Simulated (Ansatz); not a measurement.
KZnF3:
```yaml
crystal:
  lattice:
    - [4.12756, 0.00000, 0.00000]
    - [0.00000, 4.12756, 0.00000]
    - [0.00000, 0.00000, 4.12756]
  atoms:
    - { symbol: K, position: [0.00000, 0.00000, 0.00000] }
    - { symbol: Zn, position: [0.50000, 0.50000, 0.50000] }
    - { symbol: F, position: [0.50000, 0.50000, 0.00000] }
    - { symbol: F, position: [0.00000, 0.50000, 0.50000] }
    - { symbol: F, position: [0.50000, 0.00000, 0.50000] }
```

x, y and z are the axes in which the lattice vectors are written.

Problem. Give the high-frequency dielectric tensor and the Born effective charge tensors of the independent atoms from DFPT, plane-wave PAW PBE (Ansatz code).

Solution. 
ε∞:
```
2.38  0.00  0.00
0.00  2.38  0.00
0.00  0.00  2.38
```
Z* of atom 1 (K), rows: field, columns: displacement, in e:
```
1.19  0.00  0.00
0.00  1.19  0.00
0.00  0.00  1.19
```
Z* of atom 2 (Zn), rows: field, columns: displacement, in e:
```
2.35  0.00  0.00
0.00  2.35  0.00
0.00  0.00  2.35
```
Z* of atom 3 (F), rows: field, columns: displacement, in e:
```
-0.89   0.00   0.00
 0.00  -0.89   0.00
 0.00   0.00  -1.76
```

Static charges for comparison (Bader): K1 +0.89, Zn2 +1.46, F3 -0.78 e. Born charges measure polarisation by displacement and can exceed these by far.

Space group Pm-3m (cubic perovskite). Symmetry was held in the PBE relaxation; phonons on a q-mesh show no instability.

Potentials: the later of the program's two PAW sets.
